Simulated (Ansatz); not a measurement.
Values for one crystal, relaxed and computed with r²SCAN (plane waves, PAW; program Ansatz); other levels are named.

| Quantity | Value |
|---|---|
| Volume per atom | 42.04 Å³ |
| Band gap | 3.70 eV (direct) |
| Bulk modulus (Birch–Murnaghan fit) | 9.6 GPa |
| Electron effective mass | 0.38, 0.38, 0.61 mₑ (principal values) |
| Pressure derivative B′ | 6.7 |
| Formation energy from the elements (no fitted shifts) | -1.29 eV/atom |
| Hole effective mass | 0.37, 2.4, 3.4 mₑ (principal values) |

### Question
Pick the material that matches.
A) CsZn4P3, P4/mmm (Cs on 1b, Zn on 4i, P on 2h, P on 1a)
B) ZnF2, Pbcn (Zn on 4c, F on 8d)
C) K2ZnI4, P2_1/m (Pearson symbol mP14)
D) ZnSe, zinc blende

### Answer
C, K2ZnI4, P2_1/m (Pearson symbol mP14)

The first step of the workflow began from a Materials Project structure, measured or hypothetical; the Crystallography Open Database copy checked does not list it. Whether it is the stable phase at ambient conditions was not checked. The r²SCAN relaxation kept the symmetry of its start; its stability against distortions is not shown here. The references are the lowest solids computed at this level, not always the standard phases. Scalar-relativistic: spin–orbit coupling is off unless named, which matters more the heavier the elements.

Potentials: the later of the program's two PAW sets.
